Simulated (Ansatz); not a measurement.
The cell below belongs to a search over invented structures; it isn't taken from experiment.

Input and command of a plane-wave DFT calculation in Ansatz:

```yaml
crystal:
  lattice:
    - [-2.9623651532, 2.9623651532, 2.7336895255]
    - [2.9623651532, -2.9623651532, 2.7336895255]
    - [2.9623651532, 2.9623651532, -2.7336895255]
  atoms:
    - { symbol: Tl, position: [0.5, 0.5, 0.0] }
    - { symbol: Hg, position: [0.0, 0.0, 0.0] }
    - { symbol: S, position: [0.75, 0.25, 0.5] }
    - { symbol: S, position: [0.25, 0.75, 0.5] }
basis:
  ecutwfc: 420
kpoints:
  mp_grid: { grid: [12, 12, 12] }
hamiltonian:
  xc: pbe
scf:
  occupations: { method: gaussian, width: 0.1 }
output:
  forces: true
  stress: true
  eigenvalues: true
  write_density: true
  write_potential: true
  elf: true
  volumetric_format: npy
relax:
  adjacent_minimum: "off"
  f_tol: 0.01
  max_steps: 80
  cell: { stress_tol: 0.05 }
```

```bash
ansatz run input.yaml --threads 1 --pin off --max-ram 2048MiB --backend cpu --events-out ev --progress --plain --runs-dir out
```

Processor: Arm Neoverse V1, 1 thread, on a host shared with other jobs.

Q: Estimate time, memory and problem size.

A: About 2.1 min, peak memory 0.6 GiB. It solves 27 bands at 163 k points (after reduction by symmetry) with about 1877 plane waves (on the last cell), in 27 SCF iterations over 4 ionic steps.
